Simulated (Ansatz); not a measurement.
Relaxed K (bcc, W type):

```
CELL_PARAMETERS angstrom
     -5.27949     5.27949     5.27949
      2.63975    -2.63975     2.63975
      2.63975     2.63975    -2.63975
ATOMIC_POSITIONS crystal
  K  0.00000 0.00000 0.00000
  K  0.50000 0.00000 0.00000
```

The atoms are displaced by Q × the pattern below (from a DFPT mode at N = (0.5, 0.0, 0.0), largest move 1; Q in Å), at fixed cell. (q is in reciprocal vectors of the primitive cell; the cell shown is doubled to hold the pattern.)

```
atom       x      y      z
----  ------  -----  -----
K1     1.000  0.000  0.000
K2    -1.000  0.000  0.000
```

These are PBE (plane waves to 420 eV, PAW, scalar-relativistic; Ansatz, an electronic-structure program) values and carry that method's errors. k mesh 13×13×13 (Γ-centred), Fermi-Dirac smearing 0.05 eV. Energies are smeared free energies. With partly filled bands, energies and forces of such displacements shift with the k mesh and the smearing. K was relaxed with its symmetry unable to fall. The PAW data are Ansatz's earlier set. The zero of ΔE is the undisplaced structure.

| Q (Å) | ΔE (meV/cell) |
|---|---|
| -0.280 | 27.0 |
| -0.187 | 12.2 |
| -0.093 | 3.1 |
| 0.000 | 0.0 |
| 0.093 | 3.1 |
| 0.187 | 12.2 |
| 0.280 | 27.0 |

Problem. Which DFPT wavenumber at N = (0.5, 0.0, 0.0) belongs to this mode?
A) 16 cm⁻¹
B) 50 cm⁻¹
C) 77 cm⁻¹

Solution. B, 50 cm⁻¹. The curvature of the scan gives 50 cm⁻¹

(A displaced cell: forces are minus the slopes of the energy, force constants its curvatures, and phonons follow from these.)
